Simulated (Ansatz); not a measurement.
Run record: phonons of AlRu (Pm-3m)

Computed with r²SCAN, PAW on Ansatz 0.2.0's default frozen-core files (fitted under PBE), scalar-relativistic; not a measurement.

The cell comes from a PAW relaxation under the same functional.

Command:

```sh
ansatz run input.yaml --threads 2 --pin off --max-ram 5120MiB --backend cpu --events-out ev --progress --plain --runs-dir out
```

Input:

```yaml
crystal:
  lattice:
    - [2.98273540726, 0.0, 0.0]
    - [0.0, 2.98273540726, 0.0]
    - [0.0, 0.0, 2.98273540726]
  atoms:
    - { symbol: Al, position: [0.0, 0.0, 0.0] }
    - { symbol: Ru, position: [0.5, 0.5, 0.5] }
kpoints:
  mp_grid: { grid: [12, 12, 12] }
scf:
  occupations: { method: fermi_dirac, width: 0.1 }
hamiltonian:
  xc: r2scan
  pseudopotentials: { kind: paw }
phonons:
  qmesh: [2, 2, 2]
  qpath:
    path:
      - [0.0, 0.0, 0.0]
      - [0.0, 0.5, 0.0]
      - [0.5, 0.5, 0.0]
      - [0.0, 0.0, 0.0]
      - [0.5, 0.5, 0.5]
      - [0.0, 0.5, 0.0]
      - [0.5, 0.5, 0.5]
      - [0.5, 0.5, 0.0]
    npoints: 6
  temperatures: { t_min: 0, t_max: 1000, t_step: 100 }
```

The program printed:

```
Warning: RAYON_NUM_THREADS=2 ignored (pool sized by the plan → 2); use --threads N
Engine: ansatz 0.2.0, x86_64-unknown-linux-gnu
Pseudopotentials: kind: paw
Pseudopotential: Al, paw, valence charge 3, recommended cutoff 500 eV (meta_gga), Al.paw.azcp
Pseudopotential: Ru, paw, valence charge 16, recommended cutoff 500 eV (meta_gga), Ru.paw.azcp
Functional definition: r2SCAN
  parameter k0 = 0.174
  parameter k1 = 0.065
  parameter a1 = 4.9479
  exchange = r2scan_x(k0 = k0, k1 = k1, a1 = a1)
  correlation = r2scan_c
Crystal: 4 atoms, lattice volume = 53.073 Å³
Basis set: ecut = 500 eV, 1373 PW (Γ), exchange–correlation on 120×120×225 points (125 copies of the dense FFT grid, shifted against one another)
Bands: 22, of which v1, the nominal top of the filled ones, is band 19 counted from 1 (18 counted from 0)
Symmetry: 32 space group operations
k-points: 112 of 864
Non-local potential: Al, projectors of the file, l = 0: 2, l = 1: 2, l = 2: 1
Non-local potential: Ru, projectors of the file, l = 0: 3, l = 1: 2, l = 2: 2, l = 3: 1
PAW form: soft (Blöchl's): semilocal exchange-correlation on the pseudo side does not see the compensation charge
PAW frozen core: Al, regenerated for the run's functional (the file was generated under x = pbe(κ = 0.804, μ = 0.2195149727645171), c = pbe(β = 0.06672455060314922))
PAW frozen core: Ru, regenerated for the run's functional (the file was generated under x = pbe(κ = 0.804, μ = 0.2195149727645171), c = pbe(β = 0.06672455060314922))
PAW one-centre angular grid: Al, 302 points (default); XC on 160 Gauss nodes
PAW one-centre angular grid: Ru, 590 points (default); XC on 160 Gauss nodes
Initial density: handed on by an earlier stage of this run
Initial wavefunctions: those handed on with the density
Functional: x = r2scan, c = r2scan; τ floored in thin density (d = 2e-4 eV/Å³)
SCF iter   1: F=—  HF=-12865.140979 eV  |F-HF|=—  |Δ(HF+E_count)|=         —  Δρ=3.86e-7  dr2=4.87e-11  dr2_τ=6.48e-12  ethr=1.64e-12  ⟨swp⟩=4.8  Hψ=9377  notcnv=0
[... 132 lines left out ...]
  E_ewald      = -4001.504654
  E_core_change = -0.742127  (= ΣΔE_core)
  E_smearing   = -0.094023  (= −TS)
  E_closure    = 0.000000  (closes the sum)
  Σ components = -12865.140979   (vs F -12865.140979, Δ=0.00e0)
--- Forces (eV/Å), atoms counted from 1 ---
  atom   1  Al    -0.00000000    -0.00000000     0.00000000
  atom   2  Ru     0.00000000     0.00000000     0.00000000
  atom   3  Al     0.00000000    -0.00000000     0.00000000
  atom   4  Ru     0.00000000     0.00000000     0.00000000
  max |Σ_I F_I| component: 3.20e-31 eV/Å
--- Phonons: 8 displaced members + 3 references (amplitude of the first 0.0025 Å, Σ member SCF iterations 63) ---
  ASR residual: 3.638e-4 → 0.000e0 eV/Å²; symmetrization residual: 6.494e-5 eV/Å²
  largest component of a force at the reference: 2.5e-31 eV/Å
  ASR residual per site (eV/Å²): 3.64e-4 1.43e-4
  Γ frequencies (cm⁻¹): 0.00 0.00 0.00 322.71 322.71 322.71
--- Phonons (by wavevector): 4 wavevectors in 3 supercells ---
  supercell 1 (2 cells, vectors [1, 0, 0], [0, 1, 0], [0, 0, 2] in multiples of the cell's): 4 displaced members by 0.0025 Å; free energy -12865.140979 eV; taken off its force constants: by the sum rule 3.6e-4, by the ...
  symmetry images taken by strict's conditions (phonons.symmetry_images: auto; settled by no image being taken that strict refuses)
  supercell 2 (2 cells, vectors [1, 0, 0], [0, 1, -1], [0, 0, 2] in multiples of the cell's): 2 displaced members by 0.0025 Å; free energy -12865.140979 eV; taken off its force constants: by the sum rule 1.9e-4, by the ...
  symmetry images taken by strict's conditions (phonons.symmetry_images: auto; settled by no image being taken that strict refuses)
  supercell 3 (2 cells, vectors [0, 1, -1], [-1, 1, 0], [0, 0, 2] in multiples of the cell's): 2 displaced members by 0.0025 Å; free energy -12865.140979 eV; taken off its force constants: by the sum rule 4.2e-4, by the ...
  symmetry images taken by strict's conditions (phonons.symmetry_images: auto; settled by no image being taken that strict refuses)
  q = [0.0000, 0.0000, 0.0000] (star 1, supercell 1; hermiticity 0.00e0, symmetrization 1.01e-6): -0.00 0.00 0.00 322.71 322.71 322.71
  q = [0.0000, 0.0000, -0.5000] (star 3, supercell 1; hermiticity 9.17e-17, symmetrization 1.74e-16): 165.76 165.76 219.54 294.63 294.63 343.12
  q = [0.0000, -0.5000, -0.5000] (star 3, supercell 2; hermiticity 9.83e-17, symmetrization 8.79e-16): 115.62 115.62 195.91 284.60 359.35 359.35
  q = [-0.5000, -0.5000, -0.5000] (star 1, supercell 3; hermiticity 8.54e-17, symmetrization 6.08e-16): 202.44 202.44 202.44 346.08 346.08 346.08
  joined force constants: q→R imaginary residual 2.20e-17
  density of states and harmonic sums: on the 22×22×22 q-mesh, interpolated from the force constants of a 2×2×2 supercell (no non-analytic term)
  largest difference from the sums on the solved wave vectors: F 6.46e-2 eV, S 9.69e-5 and C_V 3.23e-5 eV/K
```

Self-consistency was reached.

Phonons on the q mesh:

Harmonic phonons of a crystal by Kohn-Sham DFT at the given cell, standard atomic masses, acoustic sum rule imposed; negative wavenumbers are unstable modes; one row a degenerate set, branches counted upwards.

```
Unstable phonons : no
```

```csv
point,q a (r.l.u.),q b (r.l.u.),q c (r.l.u.),branch,phonon wavenumber (cm⁻¹),degeneracy
Gamma,0,0,0,4,322.7,3
X,0.5,0,0,1,165.8,2
X,0.5,0,0,3,219.5,1
X,0.5,0,0,4,294.6,2
X,0.5,0,0,6,343.1,1
M,0.5,0.5,0,1,115.6,2
M,0.5,0.5,0,3,195.9,1
M,0.5,0.5,0,4,284.6,1
M,0.5,0.5,0,5,359.4,2
R,0.5,0.5,0.5,1,202.4,3
R,0.5,0.5,0.5,4,346.1,3
```

### Zone-centre phonons

Optical zone-centre levels upwards with Mulliken labels, activity, and the element with most of the kinetic energy.

* Point group: m-3m

| number | phonon wavenumber (cm⁻¹) | label | infrared | raman | lead element |
| --- | --- | --- | --- | --- | --- |
| 1 | 322.7 | T1u | yes | no | Al |

### Harmonic thermodynamics

Sums over wave vectors interpolated from the q mesh.

```json
{"Zero point energy": "44.94 meV/atom"}
```

| temperature (K) | phonon heat capacity (k_B/atom) | phonon entropy (k_B/atom) | phonon free energy (meV/atom) |
| --- | --- | --- | --- |
| 100 | 1.308 | 0.6935 | 43.12 |
| 200 | 2.311 | 1.969 | 31.52 |
| 300 | 2.655 | 2.983 | 9.98 |
| 400 | 2.797 | 3.769 | -19.24 |
| 500 | 2.867 | 4.401 | -54.53 |
| 600 | 2.907 | 4.928 | -94.79 |
| 700 | 2.931 | 5.378 | -139.2 |
| 800 | 2.947 | 5.77 | -187.3 |
| 900 | 2.958 | 6.118 | -238.6 |
| 1000 | 2.966 | 6.43 | -292.7 |

Limits of these numbers: frozen-core PAW files fitted under PBE, their cores solved anew for the functional of the run; responses of metals move with mesh and smearing; activity by symmetry alone, a metal screens infrared modes; coarse q mesh.

It took 110 s on 2 threads of Intel(R) Xeon(R) Platinum 8488C (Sapphire Rapids), on a shared host, peak memory 0.93 GiB.
